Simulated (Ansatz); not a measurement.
Harmonic vibrational thermodynamics of AlCo (CsCl type, Pm-3m) at fixed volume, PBEsol (plane waves, PAW; program Ansatz). The rows extrapolate the 0 K crystal and know nothing of melting or changes of phase.

```csv
T (K),F_vib (meV/atom),S (J/K per mol of atoms),C_V (J/K per mol of atoms)
50,51.5,0.5,1.7
100,50.6,3.7,8.6
200,41.9,___,___
300,24.2,21.0,21.4
400,-1.1,27.4,22.8
600,___,___,24.0
800,-152.4,43.9,24.4
1000,-249.2,___,___
```

Some entries are withheld; supply them.


- 200, S (J/K per mol of atoms): 13.0
- 200, C_V (J/K per mol of atoms): 17.9
- 600, S (J/K per mol of atoms): 36.9
- 600, F_vib (meV/atom): -68.3
- 1000, C_V (J/K per mol of atoms): 24.6
- 1000, S (J/K per mol of atoms): 49.3

The cell was relaxed with PBEsol under the symmetry of its start. The run is not spin-polarised.

Potentials: the earlier of the program's two PAW sets. The files were generated under PBE; for other functionals the program regenerates the frozen cores, and for LDA and PBEsol the local potential too.
